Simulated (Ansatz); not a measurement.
VBiO₄:
```xyz
12
Lattice="-2.5607 2.5607 5.8107 2.5607 -2.5607 5.8107 2.5607 2.5607 -5.8107" Properties=species:S:1:pos:R:3 pbc="T T T"
Bi     0.0000     2.5607     2.9054
Bi     0.0000     0.0000     0.0000
V      2.5607     0.0000     2.9054
V      0.0000     0.0000     5.8107
O      3.2729    -1.2751     3.8203
O      1.8484     1.2751     3.8203
O      1.2751     0.7123     6.7257
O      1.2856     1.8484     0.9150
O     -0.7123     1.2751     4.8957
O      3.2729     1.2856    -0.9150
O      1.2856    -0.7123     1.9904
O      3.8357     0.7123     1.9904
```

Relaxed with r²SCAN.

Give the Bader charges and basin volumes of the independent atoms, plane-wave PAW r²SCAN (Ansatz code).



| atom | Bader charge (e) | Bader volume (Å³) |
|---|---|---|
| Bi1 | +2.13 | 16.2 |
| V3 | +2.28 | 7.1 |
| O5 | -1.10 | 13.2 |

Space group I4_1/a. The cell was relaxed with r²SCAN under the symmetry of its start. The workflow began spin-polarised and lost its moments. No Hubbard U is applied. Spin–orbit coupling is left out wherever it is not named.

Potentials: the later of the program's two PAW sets.
